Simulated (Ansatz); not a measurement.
Si₂Ni:
Space group Fm-3m (No. 225); a = b = c = 5.3480 Å, α = β = γ = 90.00°

```json
[
 {"atom": "Si", "site": "8c", "symmetry": "-43m", "x": "0.2500", "y": "0.2500", "z": "0.2500"},
 {"atom": "Ni", "site": "4a", "symmetry": "m-3m", "x": "0.0000", "y": "0.0000", "z": "0.0000"}
]
```
(The calculation used a cell of 3 atoms; values per cell refer to that cell.)

Relaxed with LDA.

Decompose the optical modes at the zone centre into irreducible representations, and say which are infrared and Raman allowed.

Point group m-3m: Γ_opt = T1u + T2g. Infrared: T1u. Raman: T2g.

Assign frequencies (DFPT, DFT-LDA in the program Ansatz with PAW potentials).

T1u 314, T2g 333 cm⁻¹.

Symmetry was held in the LDA relaxation. The run is not spin-polarised. As this level gives no gap, phonon frequencies hold no LO–TO term and depend on the k-mesh and smearing (Fermi–Dirac, 0.1 eV here).

Potentials: the earlier of the program's two PAW sets. The files were generated under PBE; for other functionals the program regenerates the frozen cores, and for LDA and PBEsol the local potential too.
